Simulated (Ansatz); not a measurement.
Ansatz (a quantum-chemistry and plane-wave program) input:

Ansatz 0.2 input:
```yaml
crystal:
  lattice:
    - [3.8856096535, 0.0, 0.0]
    - [0.0, 3.8856096535, 0.0]
    - [0.0, 0.0, 5.493076417]
  atoms:
    - { symbol: Zn, position: [0.5, 0.0, 0.7633245297] }
    - { symbol: Zn, position: [0.0, 0.5, 0.2366754703] }
    - { symbol: Se, position: [0.0, 0.0, 0.5] }
    - { symbol: S, position: [0.5, 0.5, 0.0] }
kpoints:
  mp_grid: { grid: [7, 7, 5] }
hamiltonian:
  xc: pbesol
  pseudopotentials: { kind: paw }
scf:
  occupations: { method: fixed }
phonons:
  method: dfpt
  response_accuracy: low
  eigenvectors: true
  rigid_motions: translations
  dielectric: true
```

Output (shortened):

```
Pseudopotential: Zn, paw, valence charge 12
Pseudopotential: Se, paw, valence charge 16
Pseudopotential: S, paw, valence charge 6
Functional definition: PBEsol
Crystal: 4 atoms, lattice volume = 82.934 Å³
Basis set: ecut = 420 eV, 1659 PW (Γ), exchange–correlation on 54×54×80 points (8 copies of the dense FFT grid, shifted against one another)
Bands: 28, of which v1, the nominal top of the filled ones, is band 23 counted from 1 (22 counted from 0)
Symmetry: 8 space group operations
k-points: 123 of 245 (irreducible under 1 space group operation, time reversal used)
SCF iter   1: F=—  HF=-12873.862932 eV  |F-HF|=—  |Δ(HF+E_count)|=         —  Δρ=4.83e-3  dr2=2.21e-2  ethr=1.77e-3  ⟨swp⟩=4.9  Hψ=13891  notcnv=0  defer=360
preconditioner: auto → Resta (q_TF=auto, 2.473 Å⁻¹)
SCF iter   2: F=—  HF=-12873.856640 eV  |F-HF|=—  |Δ(HF+E_count)|=   6.29e-3  Δρ=1.74e-3  dr2=4.58e-3  ethr=4.80e-5  ⟨swp⟩=2.0  Hψ=6618  notcnv=0  defer=369
SCF iter   3: F=—  HF=-12873.855803 eV  |F-HF|=—  |Δ(HF+E_count)|=   8.38e-4  Δρ=1.35e-3  dr2=1.11e-3  ethr=9.96e-6  ⟨swp⟩=2.0  Hψ=5674  notcnv=0  defer=369
SCF iter   4: F=—  HF=-12873.855439 eV  |F-HF|=—  |Δ(HF+E_count)|=   3.64e-4  Δρ=3.86e-4  dr2=1.42e-4  ethr=2.41e-6  ⟨swp⟩=2.0  Hψ=5535  notcnv=0  defer=369
SCF iter   5: F=—  HF=-12873.855493 eV  |F-HF|=—  |Δ(HF+E_count)|=   5.43e-5  Δρ=1.03e-4  dr2=1.33e-5  ethr=3.08e-7  ⟨swp⟩=2.9  Hψ=5591  notcnv=0  defer=268
SCF iter   6: F=—  HF=-12873.855504 eV  |F-HF|=—  |Δ(HF+E_count)|=   1.13e-5  Δρ=3.84e-5  dr2=1.23e-6  ethr=2.90e-8  ⟨swp⟩=2.0  Hψ=5535  notcnv=0  defer=123
SCF iter   7: F=—  HF=-12873.855503 eV  |F-HF|=—  |Δ(HF+E_count)|=   1.12e-6  Δρ=9.50e-6  dr2=9.40e-8  ethr=2.68e-9  ⟨swp⟩=2.0  Hψ=6150  notcnv=0  defer=123
SCF iter   8: F=—  HF=-12873.855503 eV  |F-HF|=—  |Δ(HF+E_count)|=   8.76e-8  Δρ=4.33e-6  dr2=1.36e-8  ethr=2.04e-10  ⟨swp⟩=2.0  Hψ=6155  notcnv=0  defer=123
SCF iter  11: F=-12873.855503 eV  HF=-12873.855503 eV  |F-HF|=5.46e-12  |Δ(HF+E_count)|=  1.07e-10  Δρ=7.64e-8  dr2=7.93e-12  ethr=1.00e-12  ⟨swp⟩=6.0  Hψ=17601  notcnv=0
SCF 1 converged in 11 iterations: F = -12873.855503 eV  dr2 = 7.93e-12
NSCF: frozen V_eff on 7 k-points
DFPT response loops at Γ: preconditioner auto → Resta (q_TF=auto, 2.473 Å⁻¹)  ε∞=6.2 (no band partly filled) …
── the response to a field inside a basis, on 10×10×8 k-points: an SCF that follows is theirs, and a resumed run solves both again ──
Crystal: 4 atoms, lattice volume = 82.934 Å³
Bands: 24, of which v1, the nominal top of the filled ones, is band 23 counted from 1 (22 counted from 0)
k-points: 60
SCF iter   1: F=—  HF=-12873.844212 eV  |F-HF|=—  |Δ(HF+E_count)|=         —  Δρ=2.12e-4  dr2=1.58e-5  ethr=1.00e-1
preconditioner: auto → Resta (q_TF=auto, 2.473 Å⁻¹)
SCF iter   2: F=—  HF=-12873.844214 eV  |F-HF|=—  |Δ(HF+E_count)|=   2.20e-6  Δρ=1.91e-4  dr2=1.48e-5  ethr=3.43e-8
SCF iter   3: F=—  HF=-12873.844216 eV  |F-HF|=—  |Δ(HF+E_count)|=   2.00e-6  Δρ=8.03e-5  dr2=2.53e-6  ethr=3.22e-8
SCF iter   4: F=-12873.844212 eV  HF=-12873.844212 eV  |F-HF|=8.43e-8  |Δ(HF+E_count)|=   3.64e-6  Δρ=1.01e-5  dr2=5.60e-8  ethr=5.51e-9
SCF 1 converged in 4 iterations: F = -12873.844212 eV  dr2 = 5.60e-8
DFPT response loops at Γ: preconditioner auto → Resta (q_TF=auto, 2.473 Å⁻¹)  ε∞=5.8 (no band partly filled) …
WARN: field response: ε∞ stands inside a basis, on 10×10×8 points …
SCF converged after 11 iterations
Free energy (F): -12873.855503 eV
Harris-Foulkes:  -12873.855503 eV  (|F-HF|=5.46e-12)
Internal energy: -12873.855503 eV  (E = F + TS)
E sigma→0 (E₀):  -12873.855503 eV
Fermi energy:    6.570367 eV
--- Per-component energies (eV) ---
  E_band       = -373.237015
  E_kinetic    = 489.010026
  E_local      = -6549.423315  (includes V_loc(G=0)·N_el)
  E_nonlocal   = 666.387814
  E_hartree    = 2945.480562
  E_xc         = -471.286168
  E_vxc        = -291.153260  (∫ρ·V_xc dr)
  E_paw        = -6033.686155  (= ΣΔE_a)
  E_vpaw       = -579.018154  (= ΣTr[D̂ρ^β])
  E_aug_tail   = -0.001266  (compensation charges beyond the density's cutoff)
  E_ewald      = -3923.002112
  E_core_change = 2.665110  (= ΣΔE_core)
  E_smearing   =  0.000000  (= −TS)
  E_closure    =  0.000000  (closes the sum)
  Σ components = -12873.855503   (vs F -12873.855503, Δ=0.00e0)
  [band-id]    e_kinetic+e_local+e_nonlocal+2·e_hartree+e_vxc+e_vpaw+e_augmentation_tail = -373.237029   (vs E_band -373.237015, Δ=-1.43e-5)
--- Band table (eV; the first three rows and the last of 123) ---
  k-point 0: bands = ["-40.2217", "-40.2217", "-40.2204", "-40.2100", "-40.2048", "-6.8520", "-5.6339", "-0.0904", "-0.0468", "-0.0468", "-0.0067", "0.2766", "0.2766", "0.4130", "0.4130", "0.4812", "0.6243", "1.7272", "4.1617", "4.1617", "6.5047", "6.5704", …
  k-point 1: bands = ["-40.2217", "-40.2217", "-40.2204", "-40.2100", "-40.2048", "-6.7532", "-5.7724", "-0.0974", "-0.0254", "-0.0254", "-0.0209", "0.2399", "0.2399", "0.4001", "0.4186", "0.4756", "0.4946", "2.1875", "4.3294", "4.3294", "5.6053", "6.2884", …
  k-point 2: bands = ["-40.2217", "-40.2217", "-40.2204", "-40.2100", "-40.2048", "-6.4801", "-6.1082", "-0.1094", "-0.0486", "0.0291", "0.0291", "0.1612", "0.1612", "0.3639", "0.4095", "0.4314", "0.4629", "3.1556", "4.3315", "4.7402", "4.7402", "5.7136", …
  k-point 122: bands = ["-40.2218", "-40.2217", "-40.2203", "-40.2096", "-40.2049", "-6.0289", "-5.8035", "0.0108", "0.0666", "0.1036", "0.1450", "0.1780", "0.3394", "0.4249", "0.4348", "0.4494", "0.6098", "1.6078", "2.2874", "4.0100", "4.7245", "4.8980", …
--- Phonons (Γ-DFPT): 7 representative perturbations + reference, on 123 of 245 k-points (Σ response iterations 22) ---
  ASR residual: 6.207e-4 → 0.000e0 eV/Å²; symmetrization residual: 1.463e-4 eV/Å²
  ASR residual per site (eV/Å²): 1.08e-4 1.08e-4 6.21e-4 1.65e-4
  Γ frequencies (cm⁻¹): 0.00 0.00 0.00 78.04 78.04 204.91 212.36 218.00 218.00 284.88 284.88 285.22
  ε∞ (high-frequency dielectric tensor):
        6.740083     0.000000     0.000000
        0.000000     6.740083     0.000000
        0.000000     0.000000     6.725863
  ε⁰ (static dielectric tensor: ions relaxed, cell fixed):
        9.687384     0.000000     0.000000
        0.000000     9.687384     0.000000
        0.000000     0.000000     9.667715
  ε⁰ − ε∞ (ionic part):
        2.947302     0.000000     0.000000
        0.000000     2.947302     0.000000
        0.000000     0.000000     2.941852
  softest optical mode at Γ: 78.04 cm⁻¹; the repairs (sum rule, projections) moved no ω² at Γ by more than (4.13 cm⁻¹)²
  Born effective charges Z* (e; rows j = field, columns β = displacement):
    site 0:
         2.00059    0.00000    0.00000
         0.00000    1.97051    0.00000
         0.00000    0.00000    1.99243
    site 1:
         1.97051    0.00000    0.00000
         0.00000    2.00059    0.00000
         0.00000    0.00000    1.99243
    site 2:
        -1.81454    0.00000    0.00000
         0.00000   -1.81454    0.00000
         0.00000    0.00000   -1.94189
    site 3:
        -2.15657    0.00000    0.00000
         0.00000   -2.15657    0.00000
         0.00000    0.00000   -2.04296
  Z* charge neutrality: 2.632e-3 e pre-enforcement
  solved inside a basis spanned on kpoints, on 10×10×8 k-points transformed towards the longest dipole …
  optical modes at Γ without the LO–TO term, one row a degenerate level:
      ω (cm⁻¹)  modes    IR ((D/Å)²/amu)
         78.04      2             0.0007
        204.91      1             0.0000
        212.36      1             2.9846
        218.00      2             6.2333
        284.88      2             7.9484
        285.22      1             3.9221
  optical modes at Γ + LO–TO along q̂ = [1.0000, 0.0000, 0.0000]:
      ω (cm⁻¹)  modes    IR ((D/Å)²/amu)
         78.04      1             0.0003
         78.04      1             0.0002
        204.91      1             0.0000
        212.36      1             2.9846
        218.00      1             3.1166
        234.62      1             1.1277
        284.88      1             3.9742
        285.22      1             3.9221
        317.31      1             5.9633
  optical modes at Γ + LO–TO along q̂ = [0.0000, 1.0000, 0.0000]:
      ω (cm⁻¹)  modes    IR ((D/Å)²/amu)
         78.04      1             0.0003
         78.04      1             0.0002
        204.91      1             0.0000
        212.36      1             2.9846
        218.00      1             3.1166
        234.62      1             1.1277
        284.88      1             3.9742
        285.22      1             3.9221
        317.31      1             5.9633
  optical modes at Γ + LO–TO along q̂ = [0.0000, 0.0000, 1.0000]:
      ω (cm⁻¹)  modes    IR ((D/Å)²/amu)
         78.04      2             0.0007
        204.91      1             0.0000
        218.00      2             6.2333
        229.34      1             1.1833
        284.88      2             7.9484
        316.64      1             5.7234
```

Cost: roughly 6 core-minutes on shared cores.

Space group P-4m2. The first step of the workflow began from a Materials Project structure, measured or hypothetical; the Crystallography Open Database copy checked does not list it. Whether it is the stable phase at ambient conditions was not checked. The PBEsol relaxation kept the symmetry of its start; of distortions, only those at the zone centre were tested. Scalar-relativistic: spin–orbit coupling is off unless named, which matters more the heavier the elements.

Potentials: the later of the program's two PAW sets.

Ansatz is a plane-wave DFT program.
